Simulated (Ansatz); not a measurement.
A relaxed structure of SnTe. Space group Fm-3m (No. 225), rock salt type. Calculation: PBE (plane waves to 420 eV, PAW, scalar-relativistic; Ansatz, a program for electronic structure).

```cif
data_Sn4Te4
_chemical_formula_sum 'Sn4 Te4'
_space_group_name_H-M_alt 'Fm-3m'
_space_group_IT_number 225
_space_group_name_Hall '-F 4 2 3'
_cell_length_a 6.40925
_cell_length_b 6.40925
_cell_length_c 6.40925
_cell_angle_alpha 90.000
_cell_angle_beta 90.000
_cell_angle_gamma 90.000
loop_
_atom_site_label
_atom_site_type_symbol
_atom_site_symmetry_multiplicity
_atom_site_Wyckoff_symbol
_atom_site_fract_x
_atom_site_fract_y
_atom_site_fract_z
_atom_site_occupancy
Sn1 Sn 4 a 0.00000 0.00000 0.00000 1
Te1 Te 4 b 0.50000 0.50000 0.50000 1
```
(The calculation used a cell of 2 atoms; values per cell refer to that cell.)

Task: Estimate the band gap that PBE returns for this input.

Result: 0.05 eV, direct at L (no spin-orbit coupling).

No spin polarisation in the result. Without spin-orbit coupling the bands of the heavy element are not split, so the gap can be far off.

Measured for SnTe: a 6.316 Å (room temperature; as listed in Ayanesh Maiti et al., Applied Physics Letters (2022)); gap 0.18 eV (room temperature; as listed in DAVID J. SINGH, Functional Materials Letters (2010)). Computed minus measured — a: PBE +1.5 %; gap: PBE -0.13 eV. The computed values are for a static lattice, and a measured gap can be an optical one, lowered by exciton binding.

The run could not lose the symmetry of its start.

All atoms sit on sites fixed by symmetry, so only the cell could relax.
